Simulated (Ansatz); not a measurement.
LiBr:
```cif
data_BrLi
_chemical_formula_sum 'Li1 Br1'
_space_group_name_H-M_alt 'P 1'
_space_group_IT_number 1
_cell_length_a 3.75494
_cell_length_b 3.75494
_cell_length_c 3.75494
_cell_angle_alpha 60.000
_cell_angle_beta 60.000
_cell_angle_gamma 60.000
loop_
_space_group_symop_operation_xyz
  'x, y, z'
loop_
_atom_site_label
_atom_site_type_symbol
_atom_site_fract_x
_atom_site_fract_y
_atom_site_fract_z
_atom_site_occupancy
Li1 Li 0.00000 0.00000 0.00000 1
Br1 Br 0.50000 0.50000 0.50000 1
```

Relaxed with LDA.

Task: Decompose the optical modes at the zone centre into irreducible representations, and say which are infrared and Raman allowed.

Result: Point group m-3m: Γ_opt = T1u. Infrared: T1u. Raman: none.

Task: Assign frequencies (DFPT, DFT-LDA in the program Ansatz with PAW potentials; without the LO–TO term).

Result: T1u 196 cm⁻¹.

Space group Fm-3m (rock salt). Symmetry was held in the LDA relaxation; phonons on a q-mesh show no instability.

Potentials: the later of the program's two PAW sets.
